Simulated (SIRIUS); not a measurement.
Consider a self-consistent single point of MgS (Fm-3m, 8 atoms in the cell; from Materials Project mp-1315, changed as shown).

```xyz
8
Lattice="5.1046 0.0000 0.0000 0.0000 5.1046 0.0000 0.0000 0.0000 5.1046" Properties=species:S:1:pos:R:3 pbc="T T T"
Mg     0.0000     0.0000     0.0000
Mg     0.0000     2.5523     2.5523
Mg     2.5523     0.0000     2.5523
Mg     2.5523     2.5523     0.0000
S      2.5523     0.0000     0.0000
S      2.5523     2.5523     2.5523
S      0.0000     0.0000     2.5523
S      0.0000     2.5523     0.0000
```

Computed with LDA (PW92), GBRV LDA ultrasoft pseudopotentials (plane waves; SIRIUS 7.12.0).

SIRIUS settings:

| key | value |
|---|---|
| parameters.ngridk | 6 6 6 |
| parameters.xc_functionals | [XC_LDA_X, XC_LDA_C_PW] |
| parameters.gk_cutoff | 6.325 1/bohr |
| parameters.pw_cutoff | 14.143 1/bohr |
| parameters.smearing | fermi_dirac |
| parameters.smearing_width | 0.00183747 Ha |
| potentials | GBRV LDA ultrasoft pseudopotentials |
| parameters.electronic_structure_method | pseudopotential |
| parameters.num_bands | 38 |
| parameters.num_mag_dims | 0 |
| parameters.num_dft_iter | 100 |
| parameters.energy_tol | 1e-07 Ha |
| parameters.density_tol | 1e-06 |
| mixer.type | anderson |
| mixer.beta | 0.7 |
| mixer.use_hartree | true |

Results:

Number of valence electrons: 64
Number of bands: 38
Number of k-points after the program's reduction: 20
Number of plane waves (most at a k-point): 3887
Number of SCF iterations: 14
FFT grid: 48 × 48 × 48
Free energy E − TS: -8129.7370 eV
Gap on the k-point mesh: 2.68 eV
Pressure: 1.19 GPa

Stress (GPa, positive for compression):
```
1.19  0.00  0.00
0.00  1.19  0.00
0.00  0.00  1.19
```

Gaps are taken between levels on the mesh.

For comparison: a first run was changed to give this one (lattice scaled by 0.98), and from it to this one the free energy goes down by 8.4 meV/atom, the pressure goes from -3.54 to 1.19 GPa and the gap on the mesh goes from 2.558 to 2.683 eV.

The structure comes from a collection of computed structures, made at another level of theory; the collection holds predicted forms beside known ones.

Cost on one core: very roughly 60 core-seconds.
